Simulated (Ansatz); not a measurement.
Structure optimisation: boron, simple cubic

Level of theory: Ansatz 0.2.0, DFT, BLYP, plane waves (420 eV) with PAW, scalar-relativistic. The PAW files were generated under PBE, with cores re-solved for the functional.

k-point mesh 16×16×16, Fermi-Dirac smearing 0.1 eV, no spin polarisation. Cell and atoms relax.

Starting structure:

```yaml
crystal:
  lattice:
    - [1.9200471483, 0.0, 0.0]
    - [0.0, 1.9200471483, 0.0]
    - [0.0, 0.0, 1.9200471483]
  atoms:
    - { symbol: B, position: [0.0, 0.0, 0.0] }
hamiltonian:
  xc: blyp
  pseudopotentials:
    kind: paw
    azcp:
      B: "pseudopotentials/B.paw.azcp"
basis:
  ecutwfc: 420
  fft_grid_basis: typed
kpoints:
  mp_grid: { grid: [16, 16, 16], shift: [0, 0, 0] }
magnetization:
  spin_polarized: false
scf:
  occupations: { method: fermi_dirac, width: 0.1 }
relax:
  max_steps: 60
  f_tol: 0.01
  cell: {}
```

Question: The pressure at the start is -4.6 GPa. By how much does the volume change?

Answer: From 7.08 to 6.92 Å³ per atom, -2.2 %. The final cell has a = 1.906 Å.

Question: How much energy does the relaxation gain?

Answer: 2.3 meV per atom.
